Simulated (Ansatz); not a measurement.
Problem. Os (hcp (Mg type), P6_3/mmc) is relaxed with PBE+D3(BJ) (plane waves, PAW; program Ansatz). What lattice parameters of the conventional cell result?

Solution. a = 2.736 Å, c = 4.323 Å.

The PBE+D3(BJ) relaxation kept the symmetry of its start. No spin polarisation was allowed. The pairwise dispersion correction was not fitted to metals. Axis ratios of metals converge slowly with the k-mesh, so a and c are less sure than the volume. Spin–orbit coupling is left out wherever it is not named.

Potentials: the later of the program's two PAW sets.
